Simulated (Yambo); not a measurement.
MgTe (zinc blende, space group F-43m, No. 216), G0W0@PBEsol in Yambo with this input:

```
rim_cut
gw0
dyson
el_el_corr
HF_and_locXC
ppa
em1d
RandQpts= 1000000
RandGvec= 1 Ry
EXXRLvcs= 84 Ry
VXCRLvcs= 336 Ry
Chimod= "HARTREE"
% BndsRnXp
 5 | 124 |
%
NGsBlkXp= 8 Ry
% LongDrXp
 1.0 | 1.0 | 1.0 |
%
PPAPntXp= 27.2114 eV
% GbndRnge
 1 | 124 |
%
GTermKind= "BG"
DysSolver= "n"
ExtendOut
```

On a 4×4×4 mesh, with wavefunctions cut at 84 Ry, the gap (Γ → Γ) is 3.980 eV and the valence edge shifts by -1.388 eV.

Task: What happens with this change: wavefunctions cut at 30 Ry?

Result: The gap rises by 0.071 eV, to 4.051 eV; the shift of the valence edge becomes -1.405 eV. Neither run is shown to be the converged limit.

The standard potential for Te keeps a d shell in the valence without the s and p states of that shell. In tests on such compounds this moved G0W0 gaps by up to about 0.9 eV, so absolute quasiparticle energies here are unreliable; differences between settings are what counts.

Spin-orbit coupling is not included.

Geometry relaxed with PBEsol; primitive cell a = b = c = 4.553 Å, α = β = γ = 60.00°.

This is not the ordinary phase of the substance; no match was found in the copy of COD used, and its stability was not checked.

A shift is the quasiparticle energy of the state minus its PBEsol energy.
